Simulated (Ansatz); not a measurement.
ZrTiB4 in space group Pmmm (No. 47; Ti on 1a, B on 2t, B on 2r, Zr on 1d), r²SCAN (plane waves, PAW; program Ansatz), all energies at zero smearing, with the estimated change up to a 700 eV cutoff added, with one set of potentials and settings (totals compare only within such a set). Cell of 6 atoms (1 Ti, 4 B, 1 Zr): -7331.965 eV.

```csv
element,reference phase,E (eV/atom)
Ti,"P6/mmm, 3 atoms in the cell",-2504.3941
B,"R-3m, 12 atoms in the cell",-156.5545
Zr,"P6_3/mmc, 2 atoms in the cell",-4195.0547
```

Formation energy per atom, worked out: (-7331.965 − 1×(-2504.3941) − 4×(-156.5545) − 1×(-4195.0547))/6 = -1.050 eV/atom (-101 kJ per mol of atoms), at 0 K, without zero-point energy or fitted corrections.

The start of the workflow was typed in or built on a structure type; neither database checked (COD, Materials Project) lists it. Whether it is the stable phase at ambient conditions was not checked. Symmetry was held in the r²SCAN relaxation; its stability against distortions is not shown here. No spin polarisation was allowed. The references are the lowest solids computed at this level, not always the standard phases.

Potentials: the earlier of the program's two PAW sets.
